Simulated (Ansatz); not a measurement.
MgH2 (rutile, P4_2/mnm) under volume change, plane-wave PAW PBE (Ansatz code), shape and atoms relaxed at each volume.

```csv
V (Å³/atom),E − E(relaxed) (meV/atom),P (GPa)
9.321,14.6,5.42
9.628,6.2,3.37
9.935,1.5,1.58
10.243,0.0,0.01
10.550,1.3,-1.34
10.857,5.0,-2.53
11.165,10.9,-3.55
```

### Question
What does a third-order Birch–Murnaghan fit give for V₀, B₀ and B′?

### Answer
V₀ = 10.25 Å³/atom, B₀ = 48.4 GPa, B′ = 3.6.

The PBE relaxation kept the symmetry of its start.

Potentials: the later of the program's two PAW sets.
